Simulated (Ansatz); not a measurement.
NaCl:
```
CELL_PARAMETERS angstrom
      6.68571     0.00000     0.00000
     -3.34285     5.78999     0.00000
      0.00000     0.00000     7.01707
ATOMIC_POSITIONS crystal
  Na 0.00000 0.66674 0.50000
  Na 0.66674 0.00000 0.50000
  Na 0.33326 0.33326 0.50000
  Na 0.00000 0.33341 0.00000
  Na 0.33341 0.00000 0.00000
  Na 0.66659 0.66659 0.00000
  Cl 0.66667 0.33333 0.25003
  Cl 0.66667 0.33333 0.74997
  Cl 0.33333 0.66667 0.25003
  Cl 0.33333 0.66667 0.74997
  Cl 0.00000 0.00000 0.75006
  Cl 0.00000 0.00000 0.24994
```

Relaxed with r²SCAN.

Question: Give the Bader charges and basin volumes of the independent atoms, r²SCAN (plane waves, PAW; program Ansatz).

Answer: 

```csv
atom,Bader charge (e),Bader volume (Å³)
Na1,+0.89,9.7
Cl7,-0.89,35.5
```

Space group P6_3/mmc (NiAs type). The workflow started from a Materials Project entry (that database holds measured and hypothetical structures alike); the Crystallography Open Database copy checked does not list it. It is not the phase usual at ambient conditions (space group No. 225). The r²SCAN relaxation kept the symmetry of its start; whether a distortion lowers the energy is not shown.

Potentials: the later of the program's two PAW sets.
